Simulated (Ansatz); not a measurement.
Cu:
Space group Im-3m (No. 229); a = b = c = 2.832 Å, α = β = γ = 90.00°

```tsv
atom	site	symmetry	x	y	z
Cu	2a	m-3m	0.0000	0.0000	0.0000
```
(The calculation used a cell of 1 atom; values per cell refer to that cell.)

Relaxed with PBEsol.

Q: Which orbitals make up the states near the Fermi level in the program Ansatz at the PBEsol level (PAW)?

A: Within 0.5 eV of the Fermi level: Cu 4s 39 %, Cu 3d 36 %, outside the projected shells 25 %. Projections are on Löwdin-orthogonalised atomic valence shells; empty p or d shells of many metals are not among them.

Q: Tabulate the density of states.

A: States/eV per cell of 1 atom, in 0.25 eV bins, energy from the Fermi level.

| E (eV) | total | Cu 3d | Cu 4s |
|---|---|---|---|
| -7.85 | 0.11 | 0.00 | 0.11 |
| -7.60 | 0.12 | 0.01 | 0.12 |
| -7.35 | 0.14 | 0.01 | 0.12 |
| -7.10 | 0.15 | 0.01 | 0.13 |
| -6.85 | 0.16 | 0.02 | 0.14 |
| -6.60 | 0.18 | 0.03 | 0.15 |
| -6.35 | 0.21 | 0.04 | 0.16 |
| -6.10 | 0.24 | 0.06 | 0.17 |
| -5.85 | 0.29 | 0.09 | 0.19 |
| -5.60 | 0.37 | 0.16 | 0.20 |
| -5.35 | 0.60 | 0.36 | 0.23 |
| -5.10 | 0.89 | 0.65 | 0.24 |
| -4.85 | 1.06 | 0.84 | 0.20 |
| -4.60 | 1.77 | 1.59 | 0.17 |
| -4.35 | 1.53 | 1.44 | 0.07 |
| -4.10 | 1.29 | 1.27 | 0.01 |
| -3.85 | 3.93 | 3.88 | 0.02 |
| -3.60 | 3.21 | 3.09 | 0.06 |
| -3.35 | 3.94 | 3.72 | 0.14 |
| -3.10 | 1.67 | 1.55 | 0.08 |
| -2.85 | 1.09 | 1.01 | 0.04 |
| -2.60 | 1.66 | 1.60 | 0.03 |
| -2.35 | 3.93 | 3.89 | 0.03 |
| -2.10 | 5.78 | 5.75 | 0.02 |
| -1.85 | 4.28 | 4.19 | 0.07 |
| -1.60 | 2.42 | 2.32 | 0.08 |
| -1.35 | 0.81 | 0.71 | 0.09 |
| -1.10 | 0.37 | 0.24 | 0.11 |
| -0.85 | 0.35 | 0.20 | 0.12 |
| -0.60 | 0.34 | 0.16 | 0.12 |
| -0.35 | 0.33 | 0.14 | 0.13 |
| -0.10 | 0.32 | 0.12 | 0.12 |
| 0.15 | 0.31 | 0.10 | 0.12 |
| 0.40 | 0.29 | 0.09 | 0.12 |
| 0.65 | 0.28 | 0.07 | 0.11 |
| 0.90 | 0.27 | 0.06 | 0.11 |
| 1.15 | 0.26 | 0.05 | 0.10 |
| 1.40 | 0.25 | 0.04 | 0.09 |
| 1.65 | 0.24 | 0.04 | 0.09 |
| 1.90 | 0.22 | 0.03 | 0.08 |
| 2.15 | 0.21 | 0.03 | 0.07 |
| 2.40 | 0.20 | 0.02 | 0.06 |
| 2.65 | 0.19 | 0.02 | 0.06 |
| 2.90 | 0.17 | 0.01 | 0.05 |
| 3.15 | 0.16 | 0.01 | 0.04 |
| 3.40 | 0.15 | 0.01 | 0.04 |
| 3.65 | 0.13 | 0.01 | 0.03 |
| 3.90 | 0.12 | 0.01 | 0.03 |
| 4.15 | 0.10 | 0.00 | 0.02 |
| 4.40 | 0.09 | 0.00 | 0.02 |
| 4.65 | 0.17 | 0.01 | 0.10 |

The start of the workflow was typed in or built on a structure type; neither database checked (COD, Materials Project) lists it. It is not the phase usual at ambient conditions (space group No. 225). The cell was relaxed with PBEsol under the symmetry of its start. At this level the phase is mechanically unstable. The run is not spin-polarised.

Potentials: the later of the program's two PAW sets.
